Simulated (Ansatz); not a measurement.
# Ba2Tl5V3O12: changing the functional

```
Ba V Tl O
1.0
     6.48991   -6.67692   -0.04765
     6.48991    6.67692   -0.04765
    -1.96739    0.00000    5.75220
Ba V Tl O
2 3 5 12
Direct
  0.47917 0.52083 0.00000
  0.79264 0.20736 0.00000
  0.65694 0.94605 0.25735
  0.05395 0.34306 0.74265
  0.57442 0.42558 0.50000
  0.49835 0.85629 0.63726
  0.14371 0.50165 0.36274
  0.01508 0.98492 0.50000
  0.30964 0.12677 0.21892
  0.87323 0.69036 0.78108
  0.00390 0.26325 0.44275
  0.59719 0.60676 0.67706
  0.91333 0.42820 0.84635
  0.52536 0.79943 0.20594
  0.68766 0.41628 0.31356
  0.09251 0.20316 0.88601
  0.58372 0.31234 0.68644
  0.79684 0.90749 0.11399
  0.57180 0.08667 0.15365
  0.20057 0.47464 0.79406
  0.73675 0.99610 0.55725
  0.39324 0.40281 0.32294
```

The cell comes from a database or a generator and needn't be the stable form of this composition.

Kept alike: task band structure; k mesh 2 × 2 × 4; occupations fermi-dirac, width 0.05 eV; collinear spin, ferromagnetic start. Program: Ansatz, all-electron LAPW, scalar-relativistic. The mesh is that of the run's cell of 22 atoms. No spin-orbit coupling.

| functional | band gap (eV) | pressure (GPa) |
| --- | --- | --- |
| LDA | 2.803 | -5.01 |
| PBEsol | 2.865 | -2.68 |
| RPBE | 3.011 | 2.22 |
| revPBE | 3.003 | 1.68 |

Pressure is positive in compression. Spin-orbit coupling, left out here, moves the band edges of heavy atoms and can close or invert small gaps. The moments vanished: the runs ended non-magnetic. A gap read on the mesh alone can miss an edge between its points.

Question: What does the functional change here?

Answer: The band gap runs from 2.803 (LDA) to 3.011 eV (RPBE). The pressure runs from -5.01 (LDA) to 2.22 GPa (RPBE).
